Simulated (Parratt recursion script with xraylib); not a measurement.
Surface roughness and fringe height: Ti on SrTiO3

| layer, from the top | thickness (Å) | density (g/cm³) | rms roughness of its top face (Å) | δ (10⁻⁶) | β (10⁻⁶) |
|---|---|---|---|---|---|
| Ti | 400 | 3.901 | varied | 4.917 | 0.1894 |
| SrTiO3 (substrate) | – | 5.086 | 3.4 | 6.228 | 0.1351 |

The refractive index is n = 1 − δ + iβ. Vacuum lies above.

Densities are inputs, not measurements. They were set from computed cells of the Materials Project: Ti from entry mp-46 (P6₃/mmc, 4.589 g/cm³, taken at 85 %); SrTiO3 from entry mp-5229 (Pm-3m, 5.086 g/cm³). A layer's crystal structure does not enter its constants, only its composition and density.

Method: specular X-ray reflectivity, Parratt recursion, Névot-Croce roughness, xraylib tables (Parratt recursion script with xraylib 4.3.0).

Photon energy 12.4 keV (λ = 0.9999 Å), s polarisation. The grazing angle θ is scanned from 0.05° to 2.6° in 900 evenly spaced points, and the curve is smoothed with a Gaussian of 0.004° full width. A maximum is a scan point above both neighbours; its place and height come from a parabola through R at the three points.

The table follows two fringe maxima, those next to orders 9 and 17 of m = (2d/λ)(sin²θ − 2δ)^½, through runs that differ in the roughness σ₁ of the film surface alone.

| σ₁ (Å) | θ of the first (°) | R there | θ of the second (°) | R there |
|---|---|---|---|---|
| 4 | 0.666 | 4.11 × 10⁻⁴ | 1.228 | 1.57 × 10⁻⁵ |
| 10 | 0.666 | ? | 1.227 | ? |

Estimate the two heights for σ₁ = 10 Å.

At a maximum the amplitudes from the film's two faces add: R ≈ (|r₁|g₁ + |r₂|g₂A)². Here q₀ = 4π sin θ/λ, qⱼ = (q₀² − 32π²δⱼ/λ²)^½ (1 film, 2 substrate), |r₁| = |q₀² − q₁²|/(q₀ + q₁)², |r₂| = |q₁² − q₂²|/(q₁ + q₂)² with the numerators taken from the constants, g₁ = exp(−q₀q₁σ₁²/2), g₂ = exp(−q₁q₂σ₂²/2), and A = exp(−16π²β₁d/(λ²q₁)) for absorption in the film.

Check on a shown row, σ₁ = 4 Å, second maximum: q₀ = 0.2693, q₁ = 0.2664, q₂ = 0.2656 Å⁻¹; |r₁| = 0.00541, |r₂| = 0.00146; g₁ = 0.563, g₂ = 0.664, A = 0.956; R ≈ 1.58 × 10⁻⁵ against 1.57 × 10⁻⁵ in the table.

- σ₁ = 10 Å, first maximum: q₀ = 0.1461, q₁ = 0.1407, q₂ = 0.1392 Å⁻¹; |r₁| = 0.0189, |r₂| = 0.00529; g₁ = 0.358, g₂ = 0.893, A = 0.918; R ≈ 1.23 × 10⁻⁴.
- σ₁ = 10 Å, second maximum: q₀ = 0.2691, q₁ = 0.2662, q₂ = 0.2654 Å⁻¹; |r₁| = 0.00542, |r₂| = 0.00147; g₁ = 0.0278, g₂ = 0.665, A = 0.956; R ≈ 1.18 × 10⁻⁶.

The run gave 1.22 × 10⁻⁴ and 1.16 × 10⁻⁶; the estimates are 1.01 and 1.02 times these.
